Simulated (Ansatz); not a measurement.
A geometry of Pb away from equilibrium: the start of the relaxation of a relaxed Pb cell, doubled along one cell vector, shaken by Gaussian noise of σ = 0.08 Å a coordinate. Level of theory: PBEsol (plane waves to 420 eV, PAW, scalar-relativistic; Ansatz, a quantum-chemistry and plane-wave program). Γ-centred k-mesh 11×11×6 on the run's cell (coarser than for final values), Fermi–Dirac smearing 0.05 eV.

```xyz
4
Lattice="0.0000 2.9312 6.1537 1.7168 0.0000 6.1537 3.4337 5.8625 0.0000" Properties=species:S:1:pos:R:3 pbc="T T T"
Pb     1.6688     2.9699     1.5471
Pb     3.3337     5.9452     1.5556
Pb     1.7300     2.8661    10.5868
Pb     3.4105     5.5975    10.6046
```

Q: Predict the force on each atom, in eV/Å.

A: 
```csv
atom,Fx,Fy,Fz
Pb1,-0.02,0.06,0.07
Pb2,0.07,0.02,0.06
Pb3,-0.23,-0.27,-0.06
Pb4,0.18,0.20,-0.07
```

Q: What is the pressure?

A: 0.0 GPa, compression positive.

Q: How far above the relaxed end point is this geometry?

A: 0.08 eV/atom; the path ends in Immm (No. 71) at a tolerance of 0.01 Å, Fm-3m (No. 225) at 0.1 Å.

No spin polarisation in the result.

The end of the path is a generated cell of Pb: the first start was made by placing the elements on the sites of a structure type, and the end was not matched to a known phase here, so it may be hypothetical. Known forms of Pb include space group No. 225.
